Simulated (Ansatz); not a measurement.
One stationary structure of GaCuSe2. Space group I-42d (No. 122), chalcopyrite type. Calculation: PBE (plane waves to 420 eV, PAW, scalar-relativistic; Ansatz, an electronic-structure program).

```cif
data_Cu4Ga4Se8
_chemical_formula_sum 'Cu4 Ga4 Se8'
_space_group_name_H-M_alt 'I-42d'
_space_group_IT_number 122
_space_group_name_Hall 'I -4 2bw'
_cell_length_a 5.67224
_cell_length_b 5.67224
_cell_length_c 11.26376
_cell_angle_alpha 90.000
_cell_angle_beta 90.000
_cell_angle_gamma 90.000
loop_
_atom_site_label
_atom_site_type_symbol
_atom_site_symmetry_multiplicity
_atom_site_Wyckoff_symbol
_atom_site_fract_x
_atom_site_fract_y
_atom_site_fract_z
_atom_site_occupancy
Cu1 Cu 4 a 0.00000 0.00000 0.00000 1
Ga1 Ga 4 b 0.00000 0.00000 0.50000 1
Se1 Se 8 d 0.25000 0.25622 0.37500 1
```
(The calculation used a cell of 8 atoms; values per cell refer to that cell.)

| Item | Value |
|---|---|
| Volume per atom | 22.65 Å³ |
| Band gap | zero, with touching bands (no spin-orbit coupling) |
| Shortest distances | Cu–Se 2.43 Å; Ga–Se 2.47 Å |
| k-mesh | 8×8×8 |

Band energies at high-symmetry points (eV from the Fermi level; labels of this space group; no spin-orbit coupling), from −5 eV up to 5.0 eV:

```csv
point,energies
Γ,-4.97 -4.53 -4.49 -4.13 -4.13 -3.52 -3.52 -3.21 -3.21 -3.15 -2.14 -2.08 -2.01 -1.73 -1.68 -1.68 -1.59 -0.18 -0.18 -0.09 -0.08 1.88 2.01 3.82 3.82 4.19 4.56 4.67 4.67 4.89
X,-4.16 -4.16 -3.35 -3.35 -3.21 -3.21 -3.11 -3.11 -1.97 -1.97 -1.82 -1.82 -1.38 -1.38 -0.88 -0.88 -0.55 -0.55 0.89 0.89 3.20 3.20 4.55 4.55 4.76 4.76
P,-3.74 -3.74 -3.54 -3.54 -3.29 -3.29 -3.08 -3.08 -2.01 -2.01 -1.81 -1.81 -1.40 -1.40 -0.89 -0.89 -0.75 -0.75 1.29 1.29 2.95 2.95 4.33 4.33 4.77 4.77
N,-4.97 -4.66 -4.58 -4.26 -3.86 -3.63 -3.47 -3.43 -3.28 -3.04 -1.98 -1.95 -1.93 -1.82 -1.70 -1.44 -1.37 -1.24 -1.17 -0.62 1.88 2.27 3.07 3.90 4.04 4.32 4.60
M,-4.51 -4.51 -3.78 -3.78 -3.66 -3.66 -3.47 -3.47 -3.28 -3.28 -2.18 -2.18 -1.95 -1.95 -1.35 -1.35 -1.24 -1.24 -0.94 -0.94 1.60 1.60 1.88 1.88 2.78 2.78 3.74 3.74
S,-4.85 -4.67 -4.56 -3.96 -3.86 -3.83 -3.45 -3.26 -3.25 -3.17 -2.02 -1.97 -1.93 -1.77 -1.76 -1.62 -1.45 -1.21 -0.81 -0.64 1.72 2.06 2.39 3.34 4.21 4.28 4.46 4.83
S0,-4.85 -4.67 -4.56 -3.96 -3.86 -3.83 -3.45 -3.26 -3.25 -3.17 -2.02 -1.97 -1.93 -1.77 -1.76 -1.62 -1.45 -1.21 -0.81 -0.64 1.72 2.06 2.39 3.34 4.21 4.28 4.46 4.83
R,-4.10 -4.10 -3.43 -3.43 -3.30 -3.30 -3.15 -3.15 -1.97 -1.97 -1.87 -1.87 -1.46 -1.46 -0.91 -0.91 -0.74 -0.74 1.16 1.16 3.68 3.68 3.89 3.89 4.83 4.83
```

No spin polarisation in the result. The gap comes from the SCF mesh and the high-symmetry points alone.

The run could not lose the symmetry of its start; a randomly shaken copy of 8 atoms returns to this structure.
